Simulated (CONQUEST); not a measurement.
Set-up for a self-consistent single point of C (P6_3/mmc, 8 atoms in the cell; from Materials Project mp-48, lattice scaled a little).

```
C
1.0
    2.49468     0.00000     0.00000
    0.00000     4.32091     0.00000
    0.00000     0.00000     7.88968
C
8
Cartesian
  0.00000   0.00000   1.97242
  0.00000   0.00000   5.91726
  0.00000   1.44030   1.97242
  1.24734   0.72015   5.91726
  1.24734   2.16045   1.97242
  1.24734   2.16045   5.91726
  1.24734   3.60076   1.97242
  0.00000   2.88061   5.91726
```

Level of theory: LDA (PW92), numerical atomic orbitals double-zeta with polarisation (the shipped basis), PseudoDojo norm-conserving potentials made for LDA (CONQUEST 1.3).

CONQUEST settings:

- basis: DZP
- Diag.MPMeshX, Y, Z: 9 5 3
- potentials: PseudoDojo norm-conserving LDA
- Grid.GridCutoff: 140 Ha
- DM.SolutionMethod: diagon
- Diag.kT: 0.003675 Ha
- Diag.GammaCentred: true
- minE.SCTolerance: 1.0e-06
- SC.MaxIters: 100
- SC.LinearMixingFactor: 0.5
- SC.KerkerPreCondition: true
- SC.KerkerFactor: 0.1 1/bohr
- AtomMove.TypeOfRun: static

Results:

| Property | Value |
|---|---|
| Number of valence electrons | 32 |
| Number of bands | 104 |
| Number of k-points after the program's reduction | 68 |
| Size of the basis | 104 |
| Number of SCF iterations | 7 |
| FFT grid | 32 × 48 × 80 |
| Free energy E − TS | -1311.3026 eV |
| Fermi level (on the code's own zero) | -6.08 eV |
| Pressure | -8.64 GPa |

For comparison: a first run (DFT, PBE, numerical atomic orbitals double-zeta with polarisation (the shipped basis), PseudoDojo norm-conserving potentials made for PBE) was changed to give this one (pseudopotentials: PseudoDojo norm-conserving PBE → PseudoDojo norm-conserving LDA), and from it to this one the pressure goes from -3.19 to -8.64 GPa.

The program uses no crystal symmetry, so grid and mesh can part values that symmetry would make equal. The atom-centred basis is finite, which shifts total energies and pressures against plane waves. The structure comes from a collection of computed structures, made at another level of theory; the collection holds predicted forms beside known ones. Its lattice was then scaled. No clean gap shows at this smearing width and mesh (spacing up to 0.29 Å⁻¹); the mesh is coarse for partly filled bands, so the values carry mesh errors. Semi-local functionals can close small gaps.

Cost on one core: roughly 70 core-seconds.
